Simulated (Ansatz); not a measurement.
Polymorphs of Ti, each relaxed with the program Ansatz at the r²SCAN level (PAW):

A: P6/mmm
a = 4.5688 Å, b = 4.5688 Å, c = 2.8247 Å, α = 90.00°, β = 90.00°, γ = 120.00°

```tsv
atom	site	symmetry	x	y	z
Ti	1a	6/mmm	0.0000	0.0000	0.0000
Ti	2d	-6m2	0.3333	0.6667	0.5000
```

B: diamond (Fd-3m)
a = b = c = 6.1187 Å, α = β = γ = 90.00°

| atom | site | symmetry | x | y | z |
|---|---|---|---|---|---|
| Ti | 8b | -43m | 0.5000 | 0.5000 | 0.5000 |

Q: Order them by energy per atom at 0 K (lowest first) at the level r²SCAN.

A: A (+0 meV/atom), B (+1930 meV/atom)

Spin orders computed, not proven ground states: B ferromagnetic. Typed or built starts, not in the databases checked: B. Not the usual ambient phase: A; B. All cells were relaxed under the symmetry of their starts (and spin orders); stability against distortions was not tested throughout. Rows with no word on spin ran without spin polarisation.

Energies hold the estimated change up to a 700 eV cutoff; steps of a few meV lie near the error of the meshes.

Potentials: the earlier of the program's two PAW sets.
